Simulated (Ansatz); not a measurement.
As started on a C site next to a Sn vacancy in zincblende SnC, 15 atoms, charge −1

A calculation with Ansatz 0.2.0 (PAW, plane waves); the settings stand in the input.

Input file:

```yaml
crystal:
  lattice:
    - [0.000000, 5.033980, 5.033980]
    - [5.033980, 0.000000, 5.033980]
    - [5.033980, 5.033980, 0.000000]
  atoms:
    - { symbol: Sn, position: [0.022029, 0.006947, 0.987727] }
    - { symbol: Sn, position: [0.990161, 0.000368, 0.516485] }
    - { symbol: Sn, position: [0.495868, 0.492510, 0.004330], spin: 0.286 }
    - { symbol: Sn, position: [0.994205, 0.492755, 0.010454] }
    - { symbol: Sn, position: [0.514658, 0.983804, 0.506383], spin: 0.286 }
    - { symbol: Sn, position: [0.506417, 0.984135, 0.010770] }
    - { symbol: Sn, position: [0.999756, 0.499523, 0.483246], spin: 0.286 }
    - { symbol: C, position: [0.115540, 0.122804, 0.126946] }
    - { symbol: C, position: [0.119264, 0.124767, 0.644277] }
    - { symbol: C, position: [0.635994, 0.629817, 0.114539], spin: 0.286 }
    - { symbol: C, position: [0.106879, 0.622723, 0.143354] }
    - { symbol: C, position: [0.604620, 0.117242, 0.645543], spin: 0.286 }
    - { symbol: C, position: [0.618236, 0.121186, 0.131864] }
    - { symbol: C, position: [0.131432, 0.624524, 0.617567], spin: 0.286 }
    - { symbol: As, position: [0.650251, 0.616318, 0.612479], spin: 0.286 }
kpoints:
  mp_grid: { grid: [2, 2, 2], shift: [0.5, 0.5, 0.5] }
hamiltonian:
  xc: pbesol
total_charge: -1
magnetization:
  spin_polarized: true
scf:
  occupations: { method: fermi_dirac, width: 0.01 }
  max_iter: 9
output:
  forces: true
  eigenvalues: true
  stress: true
```

Launch command:

```sh
ansatz run in.yaml --threads 7 --pin off --max-ram 13300MiB --runs-dir r --events-out ev --progress --plain
```

The end of the output:

```
SCF iter   3: F=—  HF=-48156.048565 eV  |F-HF|=—  |Δ(HF+E_count)|=    1.99e0  Δρ=1.38e-2 (↑1.38e-2 ↓1.35e-2)  dr2=1.54e0  dr2_m=7.33e-2  M=0.500 μB ∫|m|=0.623 μB  β_m=0.30  ethr=3.10e-3  ⟨swp⟩=3.4  Hψ=1007  notcnv=0  defer=76
SCF iter   4: F=—  HF=-48155.796200 eV  |F-HF|=—  |Δ(HF+E_count)|=   2.52e-1  Δρ=8.48e-3 (↑8.48e-3 ↓8.45e-3)  dr2=5.35e-1  dr2_m=3.70e-2  M=0.500 μB ∫|m|=0.610 μB  β_m=0.30  ethr=1.09e-3  ⟨swp⟩=2.6  Hψ=877  notcnv=0  defer=76
SCF iter   5: F=—  HF=-48155.695540 eV  |F-HF|=—  |Δ(HF+E_count)|=   1.01e-1  Δρ=3.57e-3 (↑3.10e-3 ↓3.57e-3)  dr2=6.99e-2  dr2_m=1.87e-2  M=0.500 μB ∫|m|=0.602 μB  β_m=0.30  ethr=3.77e-4  ⟨swp⟩=3.0  Hψ=984  notcnv=0  defer=76
SCF iter   6: F=—  HF=-48155.692865 eV  |F-HF|=—  |Δ(HF+E_count)|=   2.68e-3  Δρ=2.65e-3 (↑2.33e-3 ↓2.65e-3)  dr2=3.13e-2  dr2_m=9.61e-3  M=0.500 μB ∫|m|=0.596 μB  β_m=0.30  ethr=4.93e-5  ⟨swp⟩=3.5  Hψ=826  notcnv=0  defer=76
SCF iter   7: F=—  HF=-48155.690829 eV  |F-HF|=—  |Δ(HF+E_count)|=   2.04e-3  Δρ=1.57e-3 (↑1.57e-3 ↓1.57e-3)  dr2=7.28e-3  dr2_m=5.01e-3  M=0.500 μB ∫|m|=0.591 μB  β_m=0.30  ethr=2.20e-5  ⟨swp⟩=12.4  Hψ=5243  notcnv=0
Mixer restart at iter 7: flushing history
spin-set hold released at iteration 7 (site moments contracting): the magnetisation degrees of freedom join the quasi-Newton model from the next iteration; the mixer history was flushed
SCF iter   8: F=—  HF=-48155.691194 eV  |F-HF|=—  |Δ(HF+E_count)|=   3.66e-4  Δρ=1.16e-3 (↑1.16e-3 ↓1.15e-3)  dr2=5.30e-3  dr2_m=2.69e-3  M=0.500 μB ∫|m|=0.588 μB  β_m=0.65  ethr=5.12e-6  ⟨swp⟩=5.0  Hψ=3405  notcnv=0
SCF iter   9: F=—  HF=-48155.691884 eV  |F-HF|=—  |Δ(HF+E_count)|=   6.90e-4  Δρ=3.10e-4 (↑2.90e-4 ↓3.10e-4)  dr2=1.82e-3  dr2_m=1.18e-4  M=0.500 μB ∫|m|=0.581 μB  β_m=0.81  ethr=3.73e-6  ⟨swp⟩=6.4  Hψ=3741  notcnv=0
Error: did not converge after 9 iterations: dr2 = 1.82e-3 (threshold 1.00e-7), under the density mixer `msr1`, which `scf.mixing.algorithm: auto` chose by the deck's other keys (type `scf.mixing.algorithm: msr1` to keep it); raise `scf.max_iter`, which need not help a stalled SCF, or adjust the mixing (`scf.mixing`) or, under a smearing, its width (`scf.occupations.width`, in either direction: ano
```

The calculation stopped without meeting its thresholds.
